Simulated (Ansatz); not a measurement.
Polymorphs of I, each relaxed with DFT-r²SCAN in the program Ansatz with PAW potentials:

A: molecular I2 type (Cmce)
a = 7.744 Å, b = 4.635 Å, c = 9.854 Å, α = 90.00°, β = 90.00°, γ = 90.00°

```csv
atom,site,symmetry,x,y,z
I,8f,m..,0.0000,0.1556,0.1200
```

B: C2/m
a = 4.8996 Å, b = 7.6713 Å, c = 2.9291 Å, α = γ = 90.00°, β = 126.62°

```
atom  site  symmetry       x       y       z
----  ----  --------  ------  ------  ------
I       2d       2/m  0.0000  0.5000  0.5000
```

### Question
Put the candidates in order of energy per atom at 0 K, lowest first, for r²SCAN.

### Answer
A (+0 meV/atom), B (+88 meV/atom)

### Question
Give each one's gap.

### Answer
A 1.23 eV; B no gap.

Not the usual ambient phase: B. Weakly bound layers, chains or molecules computed without a dispersion correction, so cells and soft constants are ill determined: A. All cells were relaxed under the symmetry of their starts (and spin orders); stability against distortions was not tested throughout. Spin–orbit coupling is left out wherever it is not named.

Energies hold the estimated change up to a 700 eV cutoff; steps of a few meV lie near the error of the meshes.

Potentials: the later of the program's two PAW sets.
